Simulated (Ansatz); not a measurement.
BaTiO3 (cubic perovskite)

```
CELL_PARAMETERS angstrom
      3.99403     0.00000     0.00000
      0.00000     3.99403     0.00000
      0.00000     0.00000     3.99403
ATOMIC_POSITIONS crystal
  Ba 0.00000 0.00000 0.00000
  Ti 0.50000 0.50000 0.50000
  O  0.00000 0.50000 0.50000
  O  0.50000 0.50000 0.00000
  O  0.50000 0.00000 0.50000
```

This relaxed cell (volume V₀) is scaled evenly in all directions, its shape held. Symmetry pins the atoms to their sites.

Method: r2SCAN (plane waves to 500 eV, PAW, scalar-relativistic; Ansatz, a program for electronic structure). k mesh 9×9×9 (Γ-centred), Fermi-Dirac smearing 0.05 eV. E stands for the smeared free energy. Compression counts positive. BaTiO3 is run without spin polarisation. BaTiO3 was relaxed with its symmetry unable to fall. This is a high-temperature form of BaTiO3. ΔE is measured from the relaxed starting cell.

```csv
V (Å³/atom),ΔE (meV/atom)
10.704,withheld
11.044,165.6
11.384,100.4
11.723,53.5
12.063,22.6
12.403,5.4
12.743,0.0
13.083,4.9
13.422,18.6
13.762,40.0
14.102,68.0
14.442,101.6
14.782,140.2
```

Fit a third-order Birch-Murnaghan form (E₀, V₀, B₀, B₀′ free) to the given rows and predict ΔE at V = 10.704.

Least squares on the 12 given rows: ΔE = E₀ + (9V₀B₀/16)·y²·[2 + (B₀′ − 4)y], y = (V₀/V)^(2/3) − 1, with V₀ = 12.742 Å³/atom, B₀ = 180.5 GPa (160.2 GPa = 1 eV/Å³; the term in eV is multiplied by 1000), B₀′ = 4.48, E₀ = 0.04 meV/atom; root-mean-square residual 0.07 meV/atom. At 10.704 the fit gives 252.4 meV/atom; the calculation gives 252.2 meV/atom, so the extrapolation is off by 0.2 (+0.1 %). For the pressure the fit gives 46.6 GPa against the computed 46.4 GPa.

(Under strain, the slope of the energy per volume gives the stress and its curvature an elastic modulus.)
